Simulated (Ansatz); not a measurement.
Ag2PdO2: strain energy, fitted

Ag2PdO2, Immm, a = 3.010 Å, b = 4.554 Å, c = 9.937 Å. The structure is a COD entry; whether it is the stable form wasn't checked. Ansatz: r2SCAN, PAW, 500 eV, Γ-centred 12×8×4 mesh on 10 atoms, Gaussian smearing 0.01 eV; no spin polarisation. Series: biaxial strain in the a-b plane, c and atoms relaxed; x is the strain in per cent. y is the free energy over the unstrained cell, V0 = 13.623 Å³/atom.

| x (%) | y (meV/atom) |
| --- | --- |
| -3.0 | ? |
| -1.5 | 3.71 |
| 0.0 | 0.00 |
| 1.5 | 3.54 |
| 3.0 | 13.66 |

Task: Fit y = c2 x² + c3 x³ to the other rows, turn c2 into a modulus, and predict the missing energy.

Result: Least squares on the rows shown. y = 1.6076 x² − 0.029810 x³. In eV per unit strain² c2 is 16.08; M is the biaxial modulus (E = M V0 ε²): 16.08 × 160.2 / (13.623) = 189 GPa. At x = -3.0 the fit asked for gives 15.27 meV/atom. The run gave 15.21 meV/atom, so the fit is 0.06 meV/atom too high, a small miss on the scale of the series. The form still works here, 33 % of the fitted range beyond its end.

1 further run of this set didn't finish or converge.

Cost: 5 runs of about 14 core-minutes in all, on AMD EPYC 9R45 (Zen 5) (shared hosts).